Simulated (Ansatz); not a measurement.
Relaxation of a relaxed Pb cell displaced along its unstable phonon at q = (½, 0, 0) of its primitive reciprocal cell (20i cm⁻¹), largest move 0.15 Å; 2 atoms in the cell, which starts as Pmma (No. 51), oP2; a = 6.427 Å, b = c = 3.213 Å, α = β = γ = 90.00°. Computed with r2SCAN (plane waves to 500 eV, PAW, scalar-relativistic; Ansatz, a quantum-chemistry and plane-wave program). Γ-centred k-mesh 5×10×10 on the run's cell (coarser than for final values), Fermi–Dirac smearing 0.05 eV. This is the first round of the run. 

The optimiser's lines from the output (shortened; P is positive under compression):

```
relax step   1: F+E_penalty+E_count = -23841.49141803 eV  Δ(F+E_penalty+E_count) = +0.000e0 eV  max|allowed force component| = 5.318e-2 eV/Å  Δτ_max = 0.0000 Å  P = -0.274 GPa  Ω = 66.355 Å³  (6 SCF iters, dr2 threshold 1.00e-7 eV, accepted)
relax step   2: F+E_penalty+E_count = -23841.50597456 eV  Δ(F+E_penalty+E_count) = -1.456e-2 eV  max|allowed force component| = 8.123e-2 eV/Å  Δτ_max = 0.0957 Å  P = +0.104 GPa  Ω = 65.592 Å³  (10 SCF iters, dr2 threshold 2.00e-7 eV, accepted)
relax step   3: F+E_penalty+E_count = -23841.53133002 eV  Δ(F+E_penalty+E_count) = -2.536e-2 eV  max|allowed force component| = 9.257e-2 eV/Å  Δτ_max = 0.1324 Å  P = +0.066 GPa  Ω = 65.277 Å³  (10 SCF iters, dr2 threshold 2.00e-7 eV, accepted)
relax step   4: F+E_penalty+E_count = -23841.55294236 eV  Δ(F+E_penalty+E_count) = -2.161e-2 eV  max|allowed force component| = 8.474e-2 eV/Å  Δτ_max = 0.0918 Å  P = -0.095 GPa  Ω = 65.160 Å³  (10 SCF iters, dr2 threshold 2.00e-7 eV, accepted)
relax step   5: F+E_penalty+E_count = -23841.59220099 eV  Δ(F+E_penalty+E_count) = -3.926e-2 eV  max|allowed force component| = 5.438e-2 eV/Å  Δτ_max = 0.1965 Å  P = +0.421 GPa  Ω = 63.588 Å³  (9 SCF iters, dr2 threshold 2.00e-7 eV, accepted)
relax step   6: F+E_penalty+E_count = -23841.59640332 eV  Δ(F+E_penalty+E_count) = -4.202e-3 eV  max|allowed force component| = 5.169e-2 eV/Å  Δτ_max = 0.1920 Å  P = -0.163 GPa  Ω = 64.553 Å³  (10 SCF iters, dr2 threshold 2.00e-7 eV, accepted)
relax step   7: F+E_penalty+E_count = -23841.60314504 eV  Δ(F+E_penalty+E_count) = -6.742e-3 eV  max|allowed force component| = 1.931e-2 eV/Å  Δτ_max = 0.0873 Å  P = -0.301 GPa  Ω = 64.559 Å³  (10 SCF iters, dr2 threshold 2.00e-7 eV, accepted)
relax step   8: F+E_penalty+E_count = -23841.60540018 eV  Δ(F+E_penalty+E_count) = -2.255e-3 eV  max|allowed force component| = 3.013e-3 eV/Å  Δτ_max = 0.0287 Å  P = -0.064 GPa  Ω = 64.245 Å³  (9 SCF iters, dr2 threshold 2.00e-7 eV, accepted)
relax step   9: F+E_penalty+E_count = -23841.60556232 eV  Δ(F+E_penalty+E_count) = -1.621e-4 eV  max|allowed force component| = 3.308e-4 eV/Å  Δτ_max = 0.0036 Å  P = -0.012 GPa  Ω = 64.164 Å³  (4 SCF iters, dr2 threshold 1.38e-7 eV, accepted)
relax step  10: F+E_penalty+E_count = -23841.60556464 eV  Δ(F+E_penalty+E_count) = -2.319e-6 eV  max|allowed force component| = 4.012e-4 eV/Å  Δτ_max = 0.0004 Å  P = +0.001 GPa  Ω = 64.144 Å³  (4 SCF iters, dr2 threshold 2.90e-9 eV, accepted)
relax step  11: F+E_penalty+E_count = -23841.60557244 eV  Δ(F+E_penalty+E_count) = -7.808e-6 eV  max|allowed force component| = 3.881e-4 eV/Å  Δτ_max = 0.0000 Å  P = +0.001 GPa  Ω = 64.144 Å³  stress off target by 3.21e-3 GPa  SCF on the basis re-selected at this cell (its energy is not comparable with the rows above)  (6 SCF iters)
```

From the first to the last row the energy changes by -0.06 eV/atom and the volume by -3.3 %. The last row is marked as not comparable with the walk above it, whose basis was carried along; it does compare with step 1, since both stand on a basis selected at the nominal cutoff for their own cell.

Later rounds, restarted from the end of this one on a renewed k-mesh, logged 10 more steps and released under 0.01 eV/atom more. The final structure after all rounds: P6/mmm (No. 191), hP1, AFLOW prototype A_hP1_191_a (A_f, as in Sn); a = 3.3853 Å, b = 3.3853 Å, c = 3.2312 Å, α = 90.00°, β = 90.00°, γ = 120.00°. Between re-selections the logged energies stand on a plane-wave basis carried along with the cell. No spin polarisation in the result.

The run could not lose the symmetry of its start, so the end can be a saddle point.

The relaxed structure here is a generated cell of Pb: the first start was made by placing the elements on the sites of a structure type, and the end was not matched to a known phase here, so it may be hypothetical. Known forms of Pb include space group No. 225.
